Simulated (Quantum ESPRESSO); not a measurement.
Computed NMR tensors in CsI (changed cell)

```xyz
2
Lattice="4.6419 0.0000 0.0000 0.0000 4.6419 0.0000 0.0000 0.0000 4.7119" Properties=species:S:1:pos:R:3 pbc="T T T"
Cs     0.0000     0.0000     0.0000
I      2.3209     2.3209     2.3559
```
The cell was made here from a computed Materials Project entry: strained by +1 % along the cube axis and by -0.5 % across it, atoms relaxed (PBE without dispersion, pw.x of a modified build of Quantum ESPRESSO, symmetry kept). The parent is CsI in Pm-3m. Stability against distortions was not tested.

Shieldings are absolute and leave out the bulk-susceptibility term; a larger σ means a smaller chemical shift. In our sweeps, cutoffs and meshes of this size left a few ppm, and up to some 20 ppm on atoms from Zn on. Spin–orbit coupling is left out; its weight grows with the heaviest atom, Cs here. The datasets of I hold no d projectors, which limits absolute σ on these atoms.

Problem. What do the calculations give at each independent site (shieldings by GIPAW with PBE in Quantum ESPRESSO, on JTH PAW datasets, 20 Ha, k-mesh 6×6×6 shifted, f-sum rule met within 0.016 %)?

Solution. 
```csv
site,site symmetry,σ_iso (ppm)
Cs (atom 1),4/mmm,5383
I (atom 2),4/mmm,4519
```
